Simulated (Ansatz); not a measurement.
## Structures of RbFe: which is lowest?

Plane-wave DFT in Ansatz with scalar-relativistic PAW potentials, cutoff 420 eV, Γ-centred meshes chosen by cell and gap, Gaussian smearing with energies taken to zero width. Every cell was relaxed (cell and atoms) in a run of its own, within the symmetry of its start. Functional: PBE.

Relaxed structures (starts from databases or built by putting these elements on another compound's sites):
A. Pmma, 4 atoms in the computed cell, a = 4.304 Å, b = 3.613 Å, c = 10.059 Å; sites (symmetry × multiplicity) Rb mm2 × 2, Fe mm2 × 2; start: built
B. R-3m, 2 atoms in the computed cell, a = 3.322 Å, c = 17.415 Å; sites (symmetry × multiplicity) Rb -3m × 3, Fe -3m × 3; start: built

**Question.** Rank them by energy. Could pressure change the order?

**Answer.**
```csv
structure,group,E − E(lowest) (meV/atom),V (Å³/atom),gap on mesh (eV)
A,Pmma,0.0,39.11,0.00
B,R-3m,500,27.74,0.00
```

A is lowest, 500 meV/atom under B. B is denser by 11.37 Å³/atom, so pressure favours it: ΔE/ΔV, with ΔE in eV and 1 eV/Å³ = 160.2 GPa, gives about 7 GPa for equal enthalpy if both cells were rigid, a rough figure since the two compress differently. Other structures may lie lower than all of these, and vibrations aren't counted.

Only parallel moments were tried here. Magnetic cells started from one order each; another order can shift an energy by tens of meV per atom.